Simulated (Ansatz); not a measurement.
Values for one crystal, relaxed and computed with LDA (plane waves, PAW; program Ansatz); other levels are named.

| Quantity | Result |
|---|---|
| Volume per atom | 19.03 Å³ |
| Electronic character | metallic (no gap) |
| Formation energy from the elements (no fitted shifts) | 0.099 eV/atom |
| Zone-centre stability | no imaginary mode at Γ |
| Density of states at the Fermi level | 0.99 states/eV per atom (mean over ±0.08 eV) |
| Pressure derivative B′ | 3.4 |
| Highest zone-centre frequency | 198 cm⁻¹ |

Q: Which compound is it?
(A) ZrTi, P-6m2 (Zr on 1a, Ti on 1d)
(B) MoRh, P-6m2 (Mo on 1b, Rh on 1c)
(C) TiRh3, Cu3Au type
(D) Zr2Ni, I4/mcm (Zr on 8h, Ni on 4a)

A: A, ZrTi, P-6m2 (Zr on 1a, Ti on 1d)

The first step of the workflow began from a Materials Project structure, measured or hypothetical; the Crystallography Open Database copy checked does not list it. With Zr and Ti taken as one species the cell has the higher symmetry P6_3/mmc, so it may be an ordered model of a mixed-site phase. Whether it is the stable phase at ambient conditions was not checked. The cell was relaxed with LDA under the symmetry of its start. No spin polarisation was allowed. As this level gives no gap, phonon frequencies hold no LO–TO term and depend on the k-mesh and smearing (Fermi–Dirac, 0.1 eV here). The references are the lowest solids computed at this level, not always the standard phases. Scalar-relativistic: spin–orbit coupling is off unless named, which matters more the heavier the elements.

Potentials: the later of the program's two PAW sets.
